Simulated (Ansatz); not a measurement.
Tl2GeSe3:
```yaml
crystal:
  lattice:
    - [6.83541, 0.00000, 0.00000]
    - [-0.38626, 8.76705, 0.00000]
    - [0.00000, 0.00000, 35.00000]
  atoms:
    - { symbol: Tl, position: [0.73798, 0.53687, 0.54064] }
    - { symbol: Tl, position: [0.26202, 0.46313, 0.45936] }
    - { symbol: Tl, position: [0.42273, 0.04929, 0.56232] }
    - { symbol: Tl, position: [0.57727, 0.95071, 0.43768] }
    - { symbol: Ge, position: [0.06462, 0.83158, 0.48950] }
    - { symbol: Ge, position: [0.93538, 0.16842, 0.51050] }
    - { symbol: Se, position: [0.13377, 0.35310, 0.53933] }
    - { symbol: Se, position: [0.86623, 0.64690, 0.46067] }
    - { symbol: Se, position: [0.38133, 0.76143, 0.50296] }
    - { symbol: Se, position: [0.61867, 0.23857, 0.49704] }
    - { symbol: Se, position: [0.07262, 0.06462, 0.45269] }
    - { symbol: Se, position: [0.92738, 0.93538, 0.54731] }
```
Free-standing layer in the xy plane with vacuum along z and no interaction between images.

Relaxed with r²SCAN+D4. Special points in fractions of this cell's reciprocal vectors: Γ (0.000, 0.000, 0.000); Y (0.500, 0.000, 0.000); H (0.527, -0.484, 0.000); C (0.500, -0.500, 0.000); H1 (0.473, -0.516, 0.000); X (0.000, -0.500, 0.000).

Q: List the band energies nearest the valence-band maximum at these points for r²SCAN+D4 with spin–orbit coupling (plane waves, PAW; program Ansatz).

A: In eV from the valence-band maximum; about four levels below and three above (degenerate sets whole), none deeper than 8.9 eV; points with the same levels are listed once.

| k | below | above |
|---|---|---|
| Γ | -0.39 -0.39 -0.02 -0.02 | 2.08 2.08 2.69 2.69 |
| Y | -0.18 -0.18 -0.13 -0.13 | 1.89 1.89 2.60 2.60 |
| H | -0.31 -0.31 -0.11 -0.11 | 2.27 2.27 2.40 2.40 |
| C | -0.31 -0.31 -0.11 -0.11 | 2.28 2.28 2.40 2.40 |
| X | -0.26 -0.26 -0.02 -0.02 | 2.28 2.28 2.75 2.75 |

Space group P-1. The layer was cut from a bulk entry of the Materials Project (measured or hypothetical); whether that bulk phase is the ambient one, and whether the layer has been isolated, was not checked. The cell was relaxed with r²SCAN+D4 under the symmetry of its start; its stability against distortions is not shown here.

Potentials: the later of the program's two PAW sets.
